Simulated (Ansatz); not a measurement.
Cu$_{3}$Au:
```
Cu3Au
1.0
    3.78088     0.00000     0.00000
    0.00000     3.78088     0.00000
    0.00000     0.00000     3.78088
Cu Au
3 1
Cartesian
  0.00000   1.89044   1.89044
  1.89044   0.00000   1.89044
  1.89044   1.89044   0.00000
  0.00000   0.00000   0.00000
```

Relaxed with PBE. Special points in fractions of this cell's reciprocal vectors: Γ (0.000, 0.000, 0.000); X (0.000, 0.500, 0.000); M (0.500, 0.500, 0.000); R (0.500, 0.500, 0.500).

Question: List the band energies nearest the Fermi level at these points for plane-wave PAW PBE with spin–orbit coupling (Ansatz code).

Answer: In eV from the Fermi level; about four levels below and three above (degenerate sets whole), none deeper than 8.9 eV; points with the same levels are listed once.

```
k                                below                          above
-  -----------------------------------  -----------------------------
Γ  -1.33 -1.33 -1.33 -1.33 -1.17 -1.17  0.73 0.73 1.36 1.36 1.36 1.36
X              -1.53 -1.53 -1.38 -1.38            5.16 5.16 5.93 5.93
M              -0.51 -0.51 -0.45 -0.45            0.29 0.29 8.36 8.36
R              -0.83 -0.83 -0.83 -0.83  2.31 2.31 3.84 3.84 3.84 3.84
```

Space group Pm-3m (Cu3Au type). Symmetry was held in the PBE relaxation. No spin polarisation was allowed.

Potentials: the later of the program's two PAW sets.
